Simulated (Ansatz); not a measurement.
AlRu2C:
```xyz
8
Lattice="2.8631 0.0000 0.0000 -1.4315 2.4795 0.0000 0.0000 0.0000 13.3309" Properties=species:S:1:pos:R:3 pbc="T T T"
Al     1.4315     0.8265     3.3327
Al     0.0000     1.6530     9.9982
Ru     0.0000     1.6530     5.3907
Ru     1.4315     0.8265     7.9402
Ru     1.4315     0.8265    12.0561
Ru     0.0000     1.6530     1.2748
C      0.0000     0.0000     6.6654
C      0.0000     0.0000     0.0000
```

Relaxed with PBEsol. Special points in fractions of this cell's reciprocal vectors: Γ (0.000, 0.000, 0.000); M (0.500, 0.000, 0.000); K (0.333, 0.333, 0.000); A (0.000, 0.000, 0.500); L (0.500, 0.000, 0.500); H (0.333, 0.333, 0.500).

Task: List the band energies nearest the Fermi level at these points for DFT-PBEsol in the program Ansatz with PAW potentials.

Result: In eV from the Fermi level; about four levels below and three above (degenerate sets whole), none deeper than 8.9 eV; points with the same levels are listed once.

```json
[
 {"k": "Γ", "below": "-0.90 -0.90 -0.83 -0.83", "above": "0.96 1.20 4.13 4.13"},
 {"k": "M", "below": "-1.02 -0.95 -0.86 -0.70", "above": "0.41 0.44 0.66"},
 {"k": "K", "below": "-2.91 -2.91 -2.75 -0.77 -0.77", "above": "0.00 0.00 0.56"},
 {"k": "A", "below": "-0.86 -0.86 -0.86 -0.86", "above": "1.08 1.08 4.18 4.18 4.18 4.18"},
 {"k": "L", "below": "-1.11 -1.11 -1.00 -1.00", "above": "0.03 0.03 0.42 0.42"},
 {"k": "H", "below": "-2.89 -2.89 -0.82 -0.82", "above": "0.15 0.15 0.79 0.79"}
]
```

Space group P6_3/mmc. The start of the workflow was typed in or built on a structure type; neither database checked (COD, Materials Project) lists it. Its standing as an ambient phase is unchecked. The cell was relaxed with PBEsol under the symmetry of its start; its stability against distortions is not shown here. No spin polarisation was allowed. Scalar-relativistic: spin–orbit coupling is off unless named, which matters more the heavier the elements.

Potentials: the earlier of the program's two PAW sets. The files were generated under PBE; for other functionals the program regenerates the frozen cores, and for LDA and PBEsol the local potential too.
